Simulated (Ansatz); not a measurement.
An input for the plane-wave PAW code Ansatz:

```yaml
crystal:
  lattice:
    - [1.9108147899, 1.1032094333, 3.5541020418]
    - [-1.9108147899, 1.1032094333, 3.5541020418]
    - [0.0, -2.2064188667, 3.5541020418]
  atoms:
    - { symbol: As, position: [0.2263663042, 0.2263663042, 0.2263663042] }
    - { symbol: As, position: [0.7736336958, 0.7736336958, 0.7736336958] }
basis:
  ecutwfc: 420
  ecutrho_ratio: 4
kpoints:
  mp_grid: { grid: [8, 8, 8] }
hamiltonian:
  xc: hse06
scf:
  occupations: { method: gaussian, width: 0.05 }
output:
  forces: true
  stress: true
  eigenvalues: true
```

Problem. Predict the main results.

Solution. Pressure -2.5 GPa, gap on the mesh zero (metallic), largest force component 0.203 eV/Å (HSE06, scalar-relativistic).

The output:

```
Pseudopotentials: kind: paw
Pseudopotential: As, paw, valence charge 15, recommended cutoff 420 eV (normal), As.paw.azcp
Crystal: 2 atoms, lattice volume = 44.953 Å³
Basis set: ecut = 420 eV, 875 PW (Γ), exchange–correlation on 60×60×60 points (8 copies of the dense FFT grid, shifted against one another)
Bands: 19, of which v1, the nominal top of the filled ones, is band 15 counted from 1 (14 counted from 0)
Symmetry: 12 space group operations
Space group: R-3m (ITA 166), of the structure as read, at distance tolerance 3.6e-5 Å
k-points: 65 of 512
Initial density: superposition of atomic densities (neutral atoms: chi_scale 0, normalization atom), corrected by the library's trained network
Initial wavefunctions: pseudopotential atomic-orbital guess
```

```
SCF iter   1: F=—  HF=-9712.283684 eV  |F-HF|=—  |Δ(HF+E_count)|=         —  Δρ=1.37e-3  dr2=6.56e-4  ethr=1.77e-3  ⟨swp⟩=6.9  Hψ=4752  notcnv=0
SCF iter   2: F=—  HF=-9712.284049 eV  |F-HF|=—  |Δ(HF+E_count)|=   3.64e-4  Δρ=5.69e-4  dr2=5.28e-5  ethr=1.77e-7  ⟨swp⟩=2.0  Hψ=6020  notcnv=0
SCF iter   3: F=—  HF=-9712.284183 eV  |F-HF|=—  |Δ(HF+E_count)|=   1.35e-4  Δρ=2.57e-4  dr2=9.62e-6  ethr=1.76e-7  ⟨swp⟩=3.0  Hψ=2525  notcnv=0
SCF iter   4: F=—  HF=-9712.284225 eV  |F-HF|=—  |Δ(HF+E_count)|=   4.21e-5  Δρ=1.61e-5  dr2=5.13e-8  ethr=3.21e-8  ⟨swp⟩=3.0  Hψ=2548  notcnv=0
SCF iter   5: F=—  HF=-9712.284226 eV  |F-HF|=—  |Δ(HF+E_count)|=   3.55e-7  Δρ=4.40e-6  dr2=9.34e-9  ethr=1.71e-10  ⟨swp⟩=4.0  Hψ=3926  notcnv=0
SCF iter   6: F=—  HF=-9712.284226 eV  |F-HF|=—  |Δ(HF+E_count)|=   1.31e-8  Δρ=1.38e-6  dr2=4.33e-10  ethr=3.11e-11  ⟨swp⟩=3.0  Hψ=3189  notcnv=0
SCF iter   7: F=-9712.284226 eV  HF=-9712.284226 eV  |F-HF|=1.82e-11  |Δ(HF+E_count)|=  6.69e-10  Δρ=1.93e-7  dr2=1.26e-11  ethr=1.44e-12  ⟨swp⟩=3.4  Hψ=3227  notcnv=0
SCF 1 converged in 7 iterations: F = -9712.284226 eV  dr2 = 1.26e-11
SCF iter   1: F=—  HF=-9714.448029 eV  |F-HF|=—  |Δ(HF+E_count)|=         —  Δρ=6.69e-3  dr2=8.52e-3  ethr=1.98e-5  ⟨swp⟩=4.2  Hψ=7056  notcnv=0
SCF iter   2: F=—  HF=-9714.434509 eV  |F-HF|=—  |Δ(HF+E_count)|=   1.35e-2  Δρ=2.73e-3  dr2=2.12e-3  ethr=1.98e-5  ⟨swp⟩=3.0  Hψ=3448  notcnv=0
...
SCF 2 stopped early in 7 iterations: F = -9714.442162 eV  dr2 = 9.40e-7
...
SCF iter   7: F=-9714.442649 eV  HF=-9714.442649 eV  |F-HF|=3.64e-11  |Δ(HF+E_count)|=  7.40e-10  Δρ=4.38e-7  dr2=7.59e-11  ethr=1.00e-12  ⟨swp⟩=3.1  Hψ=3196  notcnv=0
SCF 3 converged in 7 iterations: F = -9714.442649 eV  dr2 = 7.59e-11
SCF iter   1: F=—  HF=-9714.442649 eV  |F-HF|=—  |Δ(HF+E_count)|=         —  Δρ=1.32e-6  dr2=5.03e-10  ethr=8.36e-10  ⟨swp⟩=3.6  Hψ=2609  notcnv=0
SCF iter   2: F=-9714.442649 eV  HF=-9714.442649 eV  |F-HF|=1.64e-11  |Δ(HF+E_count)|=  4.80e-10  Δρ=4.25e-7  dr2=5.07e-11  ethr=1.61e-12  ⟨swp⟩=4.0  Hψ=4129  notcnv=0
```

```
SCF 4 converged in 2 iterations: F = -9714.442649 eV  dr2 = 5.07e-11
hybrid SCF converged: 3 outer / 16 inner (+7 warm-up), last move |dexx| = 1.98e-10 eV, tail = 1.82e-10 eV
Free energy (F): -9714.442649 eV
Frozen-core exchange: fock
E sigma→0 (E₀):  -9714.442484 eV
Entropy (-TS):   -0.000332 eV (-0.166 meV/atom)
Fermi energy:    10.275453 eV
--- Forces (eV/Å), atoms counted from 1 ---
  atom   1  As     0.00000000     0.00000000    -0.20259592
  atom   2  As     0.00000000     0.00000000     0.20259592
--- Stress (GPa, compression-positive) ---
       -3.219213       0.000000       0.000000
        0.000000      -3.219213       0.000000
        0.000000       0.000000      -1.170454
  P = ⅓ Tr σ = -2.5363 GPa (-25.363 kbar)
--- Band table (eV; the first three rows and the last of 65) ---
  k-point 0: bands = ["-30.1290", "-30.1290", "-30.0872", "-30.0872", "-30.0476", "-30.0224", "-30.0224", "-30.0041", "-29.9855", "-29.9855", "-6.4026", "3.4244", "7.2172", "7.6552", "7.6552", "11.9775", "13.3213", "13.3213", "17.4300"]
  k-point 1: bands = ["-30.1278", "-30.1251", "-30.0856", "-30.0841", "-30.0473", "-30.0243", "-30.0222", "-30.0081", "-29.9875", "-29.9874", "-6.1809", "2.6732", "7.1947", "7.4982", "7.7078", "12.2368", "12.9393", "13.1405", "16.3506"]
  k-point 2: bands = ["-30.1246", "-30.1144", "-30.0811", "-30.0755", "-30.0465", "-30.0299", "-30.0222", "-30.0189", "-29.9925", "-29.9923", "-5.5247", "0.9727", "6.9102", "7.1721", "8.2845", "11.4411", "12.3068", "12.5337", "16.6405"]
  k-point 64: bands = ["-30.1190", "-30.1190", "-30.0832", "-30.0832", "-30.0437", "-30.0240", "-30.0240", "-30.0074", "-29.9974", "-29.9974", "-5.0334", "-1.0002", "7.9261", "7.9261", "9.4669", "11.0049", "11.0049", "11.7856", "18.6324"]
```

Pressures of hybrids are less tightly converged. For a metal under a hybrid functional this mesh is coarse. The structure is built of weakly bound bilayers, and this functional has no dispersion term, so their spacing and all that hangs on it (volume, the soft elastic constants, low modes, dielectric constants) are poorly given.
